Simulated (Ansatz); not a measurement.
The cell below belongs to a search over invented structures; it isn't taken from experiment.

Input and command of a plane-wave DFT calculation in Ansatz:

```yaml
crystal:
  lattice:
    - [2.70885582, 1.56395864, 8.80614031]
    - [-2.70885582, 1.56395864, 8.80614031]
    - [0.0, -3.12791727, 8.80614031]
  atoms:
    - { symbol: Ga, position: [0.75185698, 0.75185698, 0.75185698] }
    - { symbol: Ga, position: [0.24814302, 0.24814302, 0.24814302] }
    - { symbol: Te, position: [0.0, 0.0, 0.0] }
    - { symbol: S, position: [0.37253901, 0.37253901, 0.37253901] }
    - { symbol: S, position: [0.87774098, 0.87774098, 0.87774098] }
    - { symbol: S, position: [0.12225902, 0.12225902, 0.12225902] }
    - { symbol: S, position: [0.62746099, 0.62746099, 0.62746099] }
    - { symbol: S, position: [0.5, 0.5, 0.5] }
basis:
  ecutwfc: 420
kpoints:
  mp_grid: { grid: [3, 3, 3] }
hamiltonian:
  xc: pbe
scf:
  occupations: { method: gaussian, width: 0.15 }
  lower_state_search: "off"
output:
  forces: true
  stress: true
  eigenvalues: true
relax:
  adjacent_minimum: "off"
  f_tol: 0.08
  max_steps: 16
  cell: { stress_tol: 0.8 }
```

```bash
ansatz run input.yaml --threads 1 --pin off --max-ram 2560MiB --backend cpu --events-out ev --progress --plain --runs-dir out
```

Processor: Intel(R) Xeon(R) Platinum 8259CL CPU @ 2.50GHz (Skylake/Cascade Lake), 1 thread, on a host shared with other jobs.

Q: How long does it run, and how much memory does it take?

A: About 110 s, peak memory 0.54 GiB. It solves 44 bands at 6 k points (after reduction by symmetry) with about 3395 plane waves (on the last cell), in 113 SCF iterations over 16 ionic steps.
